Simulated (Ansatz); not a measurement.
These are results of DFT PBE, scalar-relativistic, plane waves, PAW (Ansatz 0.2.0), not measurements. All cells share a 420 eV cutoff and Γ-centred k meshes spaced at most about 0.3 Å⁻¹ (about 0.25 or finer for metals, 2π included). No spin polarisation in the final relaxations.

Temperature and zero-point effects are left out.

Two forms of Ge2As3 were relaxed alike.

A.

```xyz
5
Lattice="4.5842 0.0000 0.0000 -2.2921 3.9701 0.0000 0.0000 0.0000 7.8733" Properties=species:S:1:pos:R:3 pbc="T T T"
Ge    0.0000    0.0000    1.5752
Ge    0.0000    0.0000    6.2981
As    0.0000    2.6467    0.0000
As    2.2921    1.3234    0.0000
As    0.0000    0.0000    3.9367
```

B.

```xyz
5
Lattice="3.7487 0.0000 0.0000 0.0000 3.7487 0.0000 0.0000 0.0000 7.2691" Properties=species:S:1:pos:R:3 pbc="T T T"
Ge    0.0000    1.8743    3.6345
Ge    1.8743    0.0000    3.6345
As    1.8743    1.8743    0.0000
As    0.0000    0.0000    5.9089
As    0.0000    0.0000    1.3602
```

Question: Which is lower in energy, and by how much?

Answer: B is lower, by 267 meV/atom. A has space group P6/mmm (No. 191), 28.7 Å³/atom and no gap on its mesh; B has space group P4/mmm (No. 123), 20.4 Å³/atom and no gap. Counting As atoms around Ge (those within 1.25 times the shortest such distance or 1.15 times the sum of covalent radii, 1.27 where that leaves under three; the shortest distance is added where it exceeds 1.18 times the sum of covalent radii), A has Ge 1 and B has Ge 4 from 2.9 Å. Even the lower one lies +0.40 eV/atom against the reference forms of the elements (uncorrected), so neither is stable at this level. In A, Ge has 1 As at 2.36 Å and 6 As at 3.08 Å; around As on a site of symmetry -6m2 lie 3 As at 2.65 Å and 6 Ge at 3.08 Å; As on a site of symmetry 6/mmm is surrounded by 2 Ge at 2.36 Å. In B, Ge is surrounded by 4 Ge at 2.65 Å and 4 As at 2.95 Å; around As on a site of symmetry 4/mmm lie 8 As at 2.98 Å; As on a site of symmetry 4mm has 1 As at 2.72 Å, 4 Ge at 2.95 Å and 4 As at 2.98 Å. Both come from invented guesses. A third cell relaxed alike, in P1, lies 0.31 eV/atom below the lower of the two.

Weakly bound directions are ill-defined at this level, which has no dispersion term (P6/mmm), and this can change margins and order among such cells. In P6/mmm, P4/mmm an odd number of electrons in the primitive cell allows no gap without spin; a larger cell or a magnetic state could open one. A magnetic state wasn't ruled out in cells without spin, among them P6/mmm, P4/mmm. Cells relaxed within their symmetry can be saddle points.
